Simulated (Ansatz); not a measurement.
Given:

ZrRu:
```yaml
crystal:
  lattice:
    - [3.23245, 0.00000, 0.00000]
    - [0.00000, 3.23245, 0.00000]
    - [0.00000, 0.00000, 3.23245]
  atoms:
    - { symbol: Ru, position: [0.00000, 0.00000, 0.00000] }
    - { symbol: Zr, position: [0.50000, 0.50000, 0.50000] }
```

This is the PBEsol-relaxed structure.

### Question
All from the program Ansatz at the PBEsol level (PAW), unless another level is named. Predict the formation energy from the elements (no fitted shifts).

### Answer
-0.63 eV/atom.

### Question
Predict the density of states at the Fermi level.

### Answer
0.25 states/eV per atom (mean over ±0.08 eV).

### Question
And the gap with spin–orbit coupling?

### Answer
none (metallic).

Space group Pm-3m (CsCl type). The workflow started from an entry of the Crystallography Open Database (COD). Whether it is the stable phase at ambient conditions was not checked. Symmetry was held in the PBEsol relaxation; whether a distortion lowers the energy is not shown. No spin polarisation was allowed. The references are the lowest solids computed at this level, not always the standard phases. Scalar-relativistic: spin–orbit coupling is off unless named, which matters more the heavier the elements.

Potentials: the later of the program's two PAW sets.
